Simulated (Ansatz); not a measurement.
InPd:
```
CELL_PARAMETERS angstrom
      3.30538     0.00000     0.00000
      0.00000     3.30538     0.00000
      0.00000     0.00000     3.30538
ATOMIC_POSITIONS crystal
  In 0.00000 0.00000 0.00000
  Pd 0.50000 0.50000 0.50000
```

Relaxed with PBE. Special points in fractions of this cell's reciprocal vectors: Γ (0.000, 0.000, 0.000); X (0.000, 0.500, 0.000); M (0.500, 0.500, 0.000); R (0.500, 0.500, 0.500).

Problem. List the band energies nearest the Fermi level at these points for DFT-PBE with spin–orbit coupling in the program Ansatz with PAW potentials.

Solution. In eV from the Fermi level; about four levels below and three above (degenerate sets whole), none deeper than 8.9 eV; points with the same levels are listed once.

```json
[
 {"k": "Γ", "below": "-2.31 -2.31 -2.31 -2.31 -2.04 -2.04", "above": "3.66 3.66 4.38 4.38 4.38 4.38"},
 {"k": "X", "below": "-2.27 -2.27 -1.10 -1.10", "above": "8.94 8.94 9.56 9.56"},
 {"k": "M", "below": "-2.19 -2.19 -1.67 -1.67", "above": "1.30 1.30 2.35 2.35"},
 {"k": "R", "below": "-1.64 -1.64 -1.64 -1.64 -0.22 -0.22", "above": "3.50 3.50 3.85 3.85 3.85 3.85"}
]
```

Space group Pm-3m (CsCl type). The PBE relaxation kept the symmetry of its start; of distortions, only those at the zone centre were tested. The run is not spin-polarised.

Potentials: the later of the program's two PAW sets.
